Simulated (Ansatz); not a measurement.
**ZrVSi: how the axes shrink under pressure**

ZrVSi, P4/nmm, a = 3.678 Å, c = 7.231 Å. The structure is a COD entry; whether it is the stable form wasn't checked. Ansatz: r2SCAN, PAW, 500 eV, Γ-centred 10×10×6 mesh on 6 atoms, Gaussian smearing 0.10 eV; no spin polarisation. Cell and atoms are relaxed at each pressure, and no other structure is tried, so the rows at high pressure may lie past a change of phase. y = 100 ln(c/c0) with c0 = 7.2307 Å, so nearly a change in per cent. The pressures are the targets, met within 0.03 GPa.

| P (GPa) | y | 100 ln(a/a0) |
| --- | --- | --- |
| -2.0 | ? | ? |
| 0.0 | 0.00 | 0.00 |
| 2.0 | -0.38 | -0.41 |
| 5.0 | -0.89 | -0.99 |
| 10.0 | -1.70 | -1.90 |
| 20.0 | -3.08 | -3.50 |
| 40.0 | -5.28 | -6.11 |

Fit y = c1 P + c2 P² to the other rows, give the linear compressibility along c, and predict the missing y.

Least squares on the rows shown. y = −0.1795 P + 0.001191 P². The linear compressibility along c is −c1/100 = 1.79 per TPa, against 2.00 along a from the same fit to the last column (its missing entry is 0.44): the crystal is about as stiff along both at low pressure. The runs next to zero pressure give 1.93 and 2.12, so a parabola over the whole range misstates the start. With a term in P³ added, the coefficient of P becomes -0.1892, 5 % more, which shows how far this figure hangs on the form. At P = -2.0 the fit asked for gives 0.36. The run gave 0.39, so the fit is 0.03 too low, within twice the rms miss on the fitted rows (0.02).